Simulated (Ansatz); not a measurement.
BeTe (NiAs type, space group No. 194) at seven volumes, PBE (plane waves, PAW; program Ansatz), shape and atoms relaxed at each. One row is withheld.

```json
[
 {"V (Å³/atom)": "17.584", "P (GPa)": "7.70"},
 {"V (Å³/atom)": "18.164", "P (GPa)": "4.73"},
 {"V (Å³/atom)": "18.744", "P (GPa)": "2.18"},
 {"V (Å³/atom)": "19.323", "P (GPa)": "0.00"},
 {"V (Å³/atom)": "19.903", "P (GPa)": "-1.87"},
 {"V (Å³/atom)": "20.483", "P (GPa)": "?"},
 {"V (Å³/atom)": "21.063", "P (GPa)": "-4.84"}
]
```

Fit the shown pressures and predict the withheld one.

P = (3/2)B₀(x^(7/2) − x^(5/2))[1 + (3/4)(B′ − 4)(x − 1)] with x = (V₀/V)^(2/3). Least squares on the six rows gives V₀ = 19.324 Å³/atom, B₀ = 67.1 GPa, B′ = 4.14. At V = 20.483, x = 0.9619 and P = -3.46 GPa. The run itself gave -3.47 GPa.

Space group P6_3/mmc (NiAs type). The cell is a constructed one: a structure type filled with these elements; neither database checked (COD, Materials Project) lists it. COD files the formula under space group No. 216, so this cell is another polymorph or a model. Whether it is the stable phase at ambient conditions was not checked. The PBE relaxation kept the symmetry of its start; its stability against distortions is not shown here. Spin–orbit coupling is left out wherever it is not named.

Potentials: the later of the program's two PAW sets.
